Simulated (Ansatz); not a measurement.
A geometry of Bi away from equilibrium: step 2 of the relaxation of a generated cell, Bi built in the black-P structure type. Method: r2SCAN (plane waves to 500 eV, PAW, scalar-relativistic; Ansatz, an electronic-structure program). Γ-centred k-mesh 8×8×6 on the run's cell (coarser than for final values), Fermi–Dirac smearing 0.05 eV. The plane waves were selected for a different cell earlier on the path.

```xyz
4
Lattice="2.1499 -6.7535 0.0000 2.1499 6.7535 0.0000 0.0000 0.0000 5.6610" Properties=species:S:1:pos:R:3 pbc="T T T"
Bi     2.1499     1.5074     3.1398
Bi     2.1499    -1.5074     2.5213
Bi     2.1499    -5.2461     5.3518
Bi     2.1499     5.2461     0.3093
```

Q: What forces act on the atoms (eV/Å)?

A: 
```csv
atom,Fx,Fy,Fz
Bi1,0.00,-0.15,0.36
Bi2,0.00,0.15,-0.36
Bi3,0.00,-0.15,-0.36
Bi4,0.00,0.15,0.36
```

The path ends in Cmce (No. 64) (AFLOW prototype A_oC8_64_f (A17, as in P)). No spin polarisation in the result. No dispersion correction is included, so spacings between layers, chains or molecules are soft and tend to come out too large.

The run could not lose the symmetry of its start, so the end can be a saddle point.

The end of the path is a generated cell of Bi: the first start was made by placing the elements on the sites of a structure type, and the end was not matched to a known phase here, so it may be hypothetical. Known forms of Bi include space group No. 166.
